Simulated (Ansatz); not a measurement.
Is this ScF structure a true minimum?

It was reached by relaxing an invented guess, and it needn't be the stable form of this composition.

Method: DFT PBE, scalar-relativistic, plane waves, PAW (Ansatz 0.2.0). Plane waves to 420 eV, a k mesh through Γ of 10×10×8 on the computed 4-atom cell and Gaussian smearing (0.10 eV); no spin polarisation.

The cell below (4 atoms, space group P4/nmm (No. 129)) is relaxed within its symmetry.

```
CELL_PARAMETERS angstrom
3.49533 0.00000 0.00000
0.00000 3.49533 0.00000
0.00000 0.00000 5.19603
ATOMIC_POSITIONS crystal
Sc 0.50000 0.00000 0.72949
Sc 0.00000 0.50000 0.27051
F 0.50000 0.50000 0.00000
F 0.00000 0.00000 0.00000
```

For the test a repeat of it with 8 atoms (edges 3.50, 5.20, 6.99 Å) was strained at random (σ = 1.5 % a component), the atoms were moved at random (σ = 0.10 Å), and all was relaxed again on a coarse 6×4×4 mesh (in the run’s order of axes) with 0.20 eV smearing, with no symmetry imposed.

Q: Does it come back?

A: It returns, within 1 meV/atom of the unmoved cell on that mesh and with the same symmetry when read at 0.1 Å. So it is stable against the distortions that fit this cell and that this random move excites. Modes that don't fit the cell aren't tested.
